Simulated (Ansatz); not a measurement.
Pt (fcc, Cu type)

```xyz
4
Lattice="3.9701 0.0000 0.0000 0.0000 3.9701 0.0000 0.0000 0.0000 3.9701" Properties=species:S:1:pos:R:3 pbc="T T T"
Pt     0.0000     0.0000     0.0000
Pt     1.9850     1.9850     0.0000
Pt     1.9850     0.0000     1.9850
Pt     0.0000     1.9850     1.9850
```

In this cell atom 3 (Pt, nearest neighbour Pt at 2.807 Å; its periodic images, 4.0 Å or more away, move with it) is moved by s along Cartesian z, unit vector (0.000, 0.000, 1.000); all other atoms and the cell stay fixed.

These are PBE (plane waves to 420 eV, PAW, scalar-relativistic; Ansatz, a first-principles code) values and carry that method's errors. k mesh 10×10×10 (Γ-centred), Fermi-Dirac smearing 0.05 eV. Energies are smeared free energies. With partly filled bands, energies and forces of such displacements shift with the k mesh and the smearing. Pt is run without spin polarisation. Pt was relaxed with its symmetry unable to fall. Spin-orbit coupling is left out, though Pt is heavy. The PAW data are Ansatz's earlier set. The zero of ΔE is the undisplaced structure. The last digit holds for this mesh only.

```tsv
s (Å)	ΔE (meV/cell)
-0.280	446.8
-0.224	284.2
-0.168	159.2
-0.112	withheld
-0.056	17.6
0.000	0.0
0.056	17.6
0.112	withheld
0.168	159.2
0.224	284.2
0.280	446.8
```

### Question
Fit an even polynomial form (powers 2, 4) to the given rows and predict ΔE at s = 0.112.

### Answer
Least squares on the 9 given rows: ΔE = (5605)·s² + (1195)·s⁴, in meV/cell with s in Å; root-mean-square residual 0.03 meV/cell. At 0.112 the fit gives 70.5 meV/cell; the calculation gives 70.6 meV/cell, so the interpolation is off by -0.1 (-0.1 %). The quadratic term alone would give 70.3 meV/cell.

(A displaced cell: forces are minus the slopes of the energy, force constants its curvatures, and phonons follow from these.)
